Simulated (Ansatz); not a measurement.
**Hg2Ru2O7 — coordination and ¹⁷O quadrupole coupling**

Cell: a refined structure from the COD, taken as it stands.

Space group Fd-3m:1 (No. 227); a = 10.2011 Å.

```
site  Wyckoff  site symmetry       x       y       z
  Hg      16d           .-3m  0.1250  0.1250  0.6250
  Ru      16c           .-3m  0.6250  0.6250  0.1250
  O9      48f           2.mm  0.9420  0.7500  0.2500
 O21       8b           -43m  0.0000  0.0000  0.5000
```

One atom of each set is listed; the run and its k-mesh use a cell of 22 atoms with edges of 7.21, 7.21, 7.21 Å.

All values are calculated (Ansatz; DFT, PBE, plane waves and PAW, scalar-relativistic, collinear spin, 420 eV cutoff, Γ-centred 6×6×6 k-points, Fermi–Dirac smearing 0.05 eV), not measured. Start moments as typed (μB): 2 on each Ru, none on the rest.

Q(¹⁷O) = -25.58 mb.

Task: Order the O environments from the weakest to the strongest quadrupole coupling.
A. O9: 2 Ru at 1.93 Å, angle 138°; also 2 Hg at 2.60 Å
B. O21: 4 Hg at 2.21 Å

Result: B (0 MHz, η = –), A (2.73 MHz, η = 0.27).

O21 sits on a cubic site, where every gradient vanishes. At O9 V_zz runs parallel to the line that joins its two neighbours (within 1°).

At this cell the principal stresses reach 5 GPa in size with PBE, which can matter for small gradients. The run finds no gap above 0.1 eV (a metal, or nearly one), so the gradients can move by 10 % or more with the k-mesh. Without spin–orbit coupling (the program notes it for Ru) the gradients can shift somewhat, as the gap is small. Semilocal functionals can leave a metal where correlation in the d or f shell opens a gap in the real compound, and that would change the values at and beside Ru. The start moments die out, and the run ends without spin.
